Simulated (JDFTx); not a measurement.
An input for JDFTx (a modified build) (WC(1 1 -2 1), linear PCM (GLSSA13), water, 1 M NaCl; bohr, hartree) and the course of its log:

```
lattice \
  7.6921177559 1.7684072003 0.0000000000 \
  0.0000000000 7.4860811811 0.0000000000 \
  0.0000000000 0.0000000000 42.5188378041
coords-type Lattice
ion C 0.5417860507 0.2032609069 -0.1163521662 0
ion C 0.1460316693 0.8126983358 -0.0576539210 0
ion C 0.7503900528 0.4170567198 0.0000000000 0
ion C 0.3547484368 0.0214151033 0.0576539210 0
ion C 0.9641858656 0.6256607219 0.1163521662 0
ion W 0.0660562219 0.0974170385 -0.1372114111 0
ion W 0.6771858108 0.6771858108 -0.0864808810 0
ion W 0.2815441943 0.2815441943 -0.0288269600 0
ion W 0.8859025783 0.8859025783 0.0288269600 0
ion W 0.4902609618 0.4902609618 0.0864808810 0
ion W 0.0700297340 0.1013905506 0.1372114111 0
ion-species pseudo/c_pbe_v1.2.upf
ion-species pseudo/w_pbe_v1.2.upf
elec-cutoff 20 100
elec-ex-corr gga-PBE
coulomb-interaction Slab 001
coulomb-truncation-embed 0 0 0
kpoint-folding 6 6 1
elec-smearing Fermi 0.01
elec-n-bands 70
target-mu -0.069456
electronic-scf nIterations 100 energyDiffThreshold 1e-07
fluid LinearPCM
pcm-variant GLSSA13
fluid-solvent H2O
fluid-cation Na+ 1
fluid-anion Cl- 1
fluid-minimize nIterations 400 knormThreshold 1e-12
wavefunction read f0.wfns
elec-initial-eigenvals f0.eigenvals
elec-initial-fillings read f0.fillings
fluid-initial-state f0.fluidState
dump-name f0_u0.$VAR
dump End State Ecomponents EigStats BandEigs Forces ElecDensity IonicPositions Fillings Kpoints Dtot FluidDebug BoundCharge FluidDensity
```

```
[one cycle in 5 is shown, and the last three; fluid-solver lines are left out]
	FillingsUpdate:  mu: -0.069456000  nElectrons: 109.748077
SCF: Cycle:  0   G: -426.884206973918481   dG: +6.549e+00   |Residual|: 2.824e-01   |deigs|: 2.497e-07
	FillingsUpdate:  mu: -0.069456000  nElectrons: 105.102103
SCF: Cycle:  5   G: -433.343698995045827   dG: -1.600e-01   |Residual|: 3.534e-02   |deigs|: 2.968e-03
	FillingsUpdate:  mu: -0.069456000  nElectrons: 102.952684
SCF: Cycle: 10   G: -433.179145879848477   dG: +4.563e-02   |Residual|: 6.595e-02   |deigs|: 8.439e-04
	FillingsUpdate:  mu: -0.069456000  nElectrons: 104.733244
SCF: Cycle: 15   G: -433.305823619692660   dG: +7.284e-02   |Residual|: 4.439e-02   |deigs|: 1.788e-03
	FillingsUpdate:  mu: -0.069456000  nElectrons: 103.889784
SCF: Cycle: 20   G: -433.431897546676680   dG: -7.851e-04   |Residual|: 2.970e-03   |deigs|: 1.931e-04
	FillingsUpdate:  mu: -0.069456000  nElectrons: 103.943964
SCF: Cycle: 25   G: -433.432501295646830   dG: -1.145e-05   |Residual|: 3.901e-04   |deigs|: 1.397e-04
	FillingsUpdate:  mu: -0.069456000  nElectrons: 103.936571
SCF: Cycle: 30   G: -433.432478800591809   dG: +1.048e-05   |Residual|: 8.175e-04   |deigs|: 5.130e-05
	FillingsUpdate:  mu: -0.069456000  nElectrons: 103.944017
SCF: Cycle: 35   G: -433.432505530151502   dG: -1.636e-06   |Residual|: 4.941e-04   |deigs|: 2.785e-05
	FillingsUpdate:  mu: -0.069456000  nElectrons: 103.944688
SCF: Cycle: 40   G: -433.432502841029248   dG: -5.747e-06   |Residual|: 5.156e-04   |deigs|: 1.019e-04
	FillingsUpdate:  mu: -0.069456000  nElectrons: 103.947800
SCF: Cycle: 45   G: -433.432505132873530   dG: +3.890e-06   |Residual|: 4.809e-04   |deigs|: 1.006e-05
	FillingsUpdate:  mu: -0.069456000  nElectrons: 103.954872
SCF: Cycle: 50   G: -433.432519515554020   dG: -3.238e-06   |Residual|: 2.032e-04   |deigs|: 5.286e-05
	FillingsUpdate:  mu: -0.069456000  nElectrons: 103.954145
SCF: Cycle: 55   G: -433.432519902770480   dG: -1.433e-06   |Residual|: 2.214e-04   |deigs|: 5.746e-05
	FillingsUpdate:  mu: -0.069456000  nElectrons: 103.954084
SCF: Cycle: 60   G: -433.432520372122156   dG: +1.104e-06   |Residual|: 2.353e-04   |deigs|: 1.455e-05
	FillingsUpdate:  mu: -0.069456000  nElectrons: 103.954873
SCF: Cycle: 65   G: -433.432526413609821   dG: -3.535e-07   |Residual|: 1.158e-04   |deigs|: 1.921e-05
	FillingsUpdate:  mu: -0.069456000  nElectrons: 103.951581
SCF: Cycle: 70   G: -433.432528026070031   dG: +1.631e-07   |Residual|: 1.680e-04   |deigs|: 1.363e-05
	FillingsUpdate:  mu: -0.069456000  nElectrons: 103.953606
SCF: Cycle: 75   G: -433.432531330187544   dG: -2.177e-08   |Residual|: 1.595e-04   |deigs|: 1.567e-06
	FillingsUpdate:  mu: -0.069456000  nElectrons: 103.949463
SCF: Cycle: 80   G: -433.432531873776043   dG: +6.871e-07   |Residual|: 2.184e-04   |deigs|: 2.142e-05
	FillingsUpdate:  mu: -0.069456000  nElectrons: 103.949563
SCF: Cycle: 85   G: -433.432527482410649   dG: +2.275e-06   |Residual|: 3.158e-04   |deigs|: 3.803e-05
	FillingsUpdate:  mu: -0.069456000  nElectrons: 103.947601
SCF: Cycle: 90   G: -433.432526477513363   dG: +1.296e-06   |Residual|: 3.573e-04   |deigs|: 4.852e-05
	FillingsUpdate:  mu: -0.069456000  nElectrons: 103.947897
SCF: Cycle: 95   G: -433.432531748666690   dG: -4.695e-06   |Residual|: 2.901e-04   |deigs|: 1.754e-05
	FillingsUpdate:  mu: -0.069456000  nElectrons: 103.949283
SCF: Cycle: 97   G: -433.432533556610451   dG: -1.134e-06   |Residual|: 2.423e-04   |deigs|: 9.176e-06
	FillingsUpdate:  mu: -0.069456000  nElectrons: 103.947488
SCF: Cycle: 98   G: -433.432533487926378   dG: +6.868e-08   |Residual|: 2.680e-04   |deigs|: 1.530e-05
	FillingsUpdate:  mu: -0.069456000  nElectrons: 103.940719
SCF: Cycle: 99   G: -433.432526357137647   dG: +7.131e-06   |Residual|: 4.288e-04   |deigs|: 7.872e-05
SCF: None of the convergence criteria satisfied after 100 iterations.
IonicMinimize: Iter:   0  G: -433.432526357137647  |grad|_K:  0.000e+00
IonicMinimize: Converged (|grad|_K<1.000000e-04).
```

This run gave no converged result. The loop ran out of cycles short of its threshold. It has stalled and not diverged: the last ten energies span 8e-06 Ha, so the total is near its end, but levels, forces and the electron count aren't shown converged.
